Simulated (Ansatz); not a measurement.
Zr₅Ge₃:
```
CELL_PARAMETERS angstrom
      8.08457     0.00000     0.00000
     -4.04228     7.00144     0.00000
      0.00000     0.00000     5.61498
ATOMIC_POSITIONS crystal
  Zr 0.00000 0.74601 0.75000
  Zr 0.00000 0.25399 0.25000
  Zr 0.25399 0.00000 0.25000
  Zr 0.74601 0.00000 0.75000
  Zr 0.25399 0.25399 0.75000
  Zr 0.74601 0.74601 0.25000
  Zr 0.33333 0.66667 0.50000
  Zr 0.66667 0.33333 0.50000
  Zr 0.66667 0.33333 0.00000
  Zr 0.33333 0.66667 0.00000
  Ge 0.38748 0.00000 0.75000
  Ge 0.61252 0.00000 0.25000
  Ge 0.38748 0.38748 0.25000
  Ge 0.61252 0.61252 0.75000
  Ge 0.00000 0.38748 0.75000
  Ge 0.00000 0.61252 0.25000
```

Relaxed with r²SCAN. Special points in fractions of this cell's reciprocal vectors: Γ (0.000, 0.000, 0.000); M (0.500, 0.000, 0.000); K (0.333, 0.333, 0.000); A (0.000, 0.000, 0.500); L (0.500, 0.000, 0.500); H (0.333, 0.333, 0.500).

**Question.** List the band energies nearest the Fermi level at these points for r²SCAN in the plane-wave PAW code Ansatz.

**Answer.** In eV from the Fermi level; about four levels below and three above (degenerate sets whole), none deeper than 8.9 eV; points with the same levels are listed once.

```csv
k,below,above
Γ,-0.88 -0.75 -0.75 -0.75,0.52 0.56 0.58 0.58
M,-0.83 -0.73 -0.42 -0.17,0.19 0.78 0.79
K,-0.91 -0.73 -0.73 -0.55,0.05 0.05 0.77 0.77
A,-0.96 -0.96 -0.96 -0.96,0.50 0.50 0.61 0.61 0.61 0.61
L,-0.51 -0.51 -0.14 -0.14,0.77 0.77 0.83 0.83
H,-0.66 -0.66 -0.66 -0.66 -0.24 -0.24,0.67 0.67 0.67 0.67
```

Space group P6_3/mcm. The first step of the workflow began from a Materials Project structure, measured or hypothetical; the Crystallography Open Database copy checked does not list it. Its standing as an ambient phase is unchecked. The cell was relaxed with r²SCAN under the symmetry of its start; whether a distortion lowers the energy is not shown. The run is not spin-polarised. Spin–orbit coupling is left out wherever it is not named.

Potentials: the later of the program's two PAW sets.
